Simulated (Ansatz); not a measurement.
Harmonic vibrational thermodynamics of AlCo (CsCl type, space group No. 221) at fixed volume, the program Ansatz at the PBE level (PAW). The rows extrapolate the 0 K crystal and know nothing of melting or changes of phase.

| T (K) | F_vib (meV/atom) | S (J/K per mol of atoms) | C_V (J/K per mol of atoms) |
|---|---|---|---|
| 50 | 49.6 | 0.5 | 1.9 |
| 100 | 48.6 | 4.0 | 9.1 |
| 200 | ___ | 13.7 | ___ |
| 300 | 20.8 | 21.8 | 21.6 |
| 400 | -5.3 | 28.3 | 23.0 |
| 600 | -74.3 | ___ | ___ |
| 800 | -160.3 | ___ | ___ |
| 1000 | -259.0 | 50.3 | 24.6 |

Q: Complete the blanks.

A: 
- 600, S (J/K per mol of atoms): 37.8
- 600, C_V (J/K per mol of atoms): 24.0
- 800, C_V (J/K per mol of atoms): 24.4
- 800, S (J/K per mol of atoms): 44.8
- 200, C_V (J/K per mol of atoms): 18.3
- 200, F_vib (meV/atom): 39.4

Space group Pm-3m (CsCl type). The PBE relaxation kept the symmetry of its start; phonons on a q-mesh show no instability. No spin polarisation was allowed.

Potentials: the later of the program's two PAW sets.
